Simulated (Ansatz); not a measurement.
The start is a generated cell, KSnBr3 placed in the GdFeO3 structure type. Cell shape, volume and atoms are optimised at zero target pressure with r2SCAN (plane waves to 500 eV, PAW, scalar-relativistic; Ansatz, a quantum-chemistry and plane-wave program). The first steps use a coarse 3×2×3 k-mesh.

Input geometry:
```
CELL_PARAMETERS angstrom
      7.78248     0.00000     0.00000
      0.00000    10.98107     0.00000
      0.00000     0.00000     7.75650
ATOMIC_POSITIONS crystal
  K  0.48770 0.25000 0.99160
  K  0.98770 0.25000 0.50840
  K  0.51230 0.75000 0.00840
  K  0.01230 0.75000 0.49160
  Sn 0.00000 0.00000 0.00000
  Sn 0.50000 0.50000 0.50000
  Sn 0.00000 0.50000 0.00000
  Sn 0.50000 0.00000 0.50000
  Br 0.03130 0.25000 0.05860
  Br 0.53130 0.25000 0.44140
  Br 0.96870 0.75000 0.94140
  Br 0.46870 0.75000 0.55860
  Br 0.28800 0.53700 0.21300
  Br 0.78800 0.96300 0.28700
  Br 0.71200 0.03700 0.78700
  Br 0.21200 0.46300 0.71300
  Br 0.71200 0.46300 0.78700
  Br 0.21200 0.03700 0.71300
  Br 0.28800 0.96300 0.21300
  Br 0.78800 0.53700 0.28700
```

### Question
What is the largest force in the starting geometry, and on which atom (counted from 1)?

### Answer
0.43 eV/Å, on Br9, Br10, Br11, Br12 (atoms numbered as listed).

### Question
How much energy is released per atom?

### Answer
0.084 eV/atom.

### Question
How does the volume change?

### Answer
+6.2 %, from 33.14 to 35.19 Å³/atom.

### Question
How do the shortest distances between atoms change?

### Answer
The closest pairs of elements (up to four, under 3.6 Å), start → end: Br–Sn 2.79 → 2.96 Å; Br–K 3.32 → 3.31 Å.

The space group stays Pnma (No. 62) (the run could not lower it); the end is AFLOW prototype AB3C_oP20_62_c_cd_a (as in CaTiO3), with 20 atoms in the primitive cell. Final values are on a 4×3×4 k-mesh of the relaxed cell. No spin polarisation in the result.

The run could not lose the symmetry of its start.

The first start was generated by placing the elements on the sites of a structure type. Materials Project lists a structure of KSnBr3 in the same space group, Pnma (No. 62); the sites were not compared with it, nor with measured phases.
